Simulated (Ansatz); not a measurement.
Q: Name crystals whose computed values (r²SCAN+D4 in the plane-wave PAW code Ansatz) fall in these windows: HSE06 gap (eV) 3.6 to 4.5; Θ_D (K) 160 to 200; ε0 20 to 25.

A: 

```csv
crystal,HSE06 gap (eV),Θ_D (K),ε0
"HPbBrO, Pnma (H on 4c, Pb on 4c, Br on 4c, O on 4c)",4.11,175,22.2
```
Others may fit too.

Standing as an ambient phase not checked: HPbBrO, Pnma (H on 4c, Pb on 4c, Br on 4c, O on 4c). The cell was relaxed under the symmetry of its start. Spin–orbit coupling is left out wherever it is not named.

Potentials: the later of the program's two PAW sets.
